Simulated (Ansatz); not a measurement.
P2W in space group C2/m (No. 12; P on 4i, P on 4i, W on 4i) under volume change, LDA (plane waves, PAW; program Ansatz), shape and atoms relaxed at each volume.

```csv
V (Å³/atom),E − E(relaxed) (meV/atom),P (GPa)
12.934,89.6,24.41
13.360,37.6,14.93
13.787,8.9,6.86
14.213,0.0,0.00
14.640,7.9,-5.81
15.066,___,___
15.492,___,___
```

**Question.** What belongs in the gaps?

**Answer.** 
- 15.066, E − E(relaxed) (meV/atom): 30.1
- 15.066, P (GPa): -10.74
- 15.492, E − E(relaxed) (meV/atom): 64.4
- 15.492, P (GPa): -14.91

**Question.** What does a third-order Birch–Murnaghan fit give for V₀, B₀ and B′?

**Answer.** V₀ = 14.21 Å³/atom, B₀ = 210 GPa, B′ = 4.4.

The first step of the workflow began from a Materials Project structure, measured or hypothetical; the Crystallography Open Database files this formula in space group No. 12, but the cells were not matched. Its standing as an ambient phase is unchecked. Symmetry was held in the LDA relaxation; its stability against distortions is not shown here. The run is not spin-polarised. Scalar-relativistic: spin–orbit coupling is off unless named, which matters more the heavier the elements.

Potentials: the later of the program's two PAW sets.
